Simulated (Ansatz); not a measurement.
**GaPPt5: do energies and stresses tell the same story?**

Method: Ansatz, DFT PBEsol, scalar-relativistic, plane waves, PAW.

Cutoff 420 eV; k points 10×10×6 on the computed 7-atom cell (Γ-centred); Gaussian smearing, width 0.10 eV; no spin polarisation.

Relaxed cell: P4/mmm, a = 3.898 Å, b = 3.898 Å, c = 6.849 Å, α = 90.00°, β = 90.00°, γ = 90.00°, 7 atoms in the primitive cell. Whether it is the stable form of this composition wasn't checked.

Energies at zero smearing and pressures from the stress tensor, at volumes with shape and atoms relaxed:
| V (Å³/atom) | E − E(first) (meV/atom) | P (GPa) |
| --- | --- | --- |
| 13.977 | 0.00 | 17.80 |
| 14.423 | -35.60 | 8.08 |
| 14.869 | -46.50 | 0.01 |
| 15.315 | -36.90 | -6.68 |
| 15.761 | -10.32 | -12.22 |

Q: Check P = −dE/dV between neighbouring volumes, and get the bulk modulus from the pressures alone.

A: With 1 eV/Å³ = 160.2 GPa:
```tsv
middle V (Å³/atom)	−ΔE/ΔV (GPa)	mean P (GPa)
14.200	12.785	12.938
14.646	3.916	4.048
15.092	-3.446	-3.332
15.538	-9.547	-9.449
```

The two differ by 0.15 GPa at most. The mean of two end pressures misses the average over a step by about ΔV² P″/12, up to 0.15 GPa here; with that taken off 0.01 GPa remains. Around V = 14.869 Å³/atom, the two neighbours give B = −V ΔP/ΔV = 14.869 × 14.76 / 0.892 = 246.0 GPa, against B0 = 244.6 GPa from the Birch–Murnaghan fit of the energies.

Spin–orbit coupling is left out, which can shift energies with elements as heavy as these.

Cost: 6 runs of about 15 core-minutes in all, on Arm Neoverse V1 (shared hosts).